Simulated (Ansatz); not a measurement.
An Ansatz (a quantum-chemistry and plane-wave program) input:

Ansatz 0.2 input:
```yaml
crystal:
  lattice:
    - [4.2903666411, 0.0, 0.0]
    - [0.0, 4.2903666411, 0.0]
    - [0.0, 0.0, 2.7240286218]
  atoms:
    - { symbol: Mo, position: [0.5, 0.5, 0.0] }
    - { symbol: Mo, position: [0.0, 0.0, 0.0] }
    - { symbol: N, position: [0.8873130932, 0.3873130932, 0.5] }
    - { symbol: N, position: [0.1126869068, 0.6126869068, 0.5] }
    - { symbol: N, position: [0.6126869068, 0.8873130932, 0.5] }
    - { symbol: N, position: [0.3873130932, 0.1126869068, 0.5] }
kpoints:
  mp_grid: { grid: [7, 7, 11] }
  band_path:
    path:
      - [[0.0, 0.0, 0.0], [0.0, 0.5, 0.0], [0.5, 0.5, 0.0], [0.0, 0.0, 0.0], [0.0, 0.0, 0.5], [0.0, 0.5, 0.5], [0.5, 0.5, 0.5], [0.0, 0.0, 0.5]]  # Γ-X-M-Γ-Z-R-A-Z
      - [[0.0, 0.5, 0.0], [0.0, 0.5, 0.5]]  # X-R
      - [[0.5, 0.5, 0.0], [0.5, 0.5, 0.5]]  # M-A
    npoints: 8
basis: { xc_grid: 2 }
hamiltonian:
  xc: pbesol
  pseudopotentials: { kind: paw }
magnetization: { noncollinear: true, spin_orbit: true }
scf:
  n_extra_bands: 12
  convergence: { dr2_threshold: 0.0000000001 }
  occupations: { method: gaussian, width: 0.05 }
output: { eigenvalues: true }
```

How many symmetry operations and irreducible k-points will the run report?

16 operations, 60 of 539 k-points.

With a cutoff of 420 eV, how many plane waves at Γ?

993.

It took very roughly 50 core-seconds on shared server cores.

Space group P4/mbm. The workflow started from a Materials Project entry (that database holds measured and hypothetical structures alike); the Crystallography Open Database copy checked does not list it. Whether it is the stable phase at ambient conditions was not checked. The PBEsol relaxation kept the symmetry of its start; its stability against distortions is not shown here. The run is not spin-polarised.

Potentials: the later of the program's two PAW sets.

Ansatz is a plane-wave DFT program.
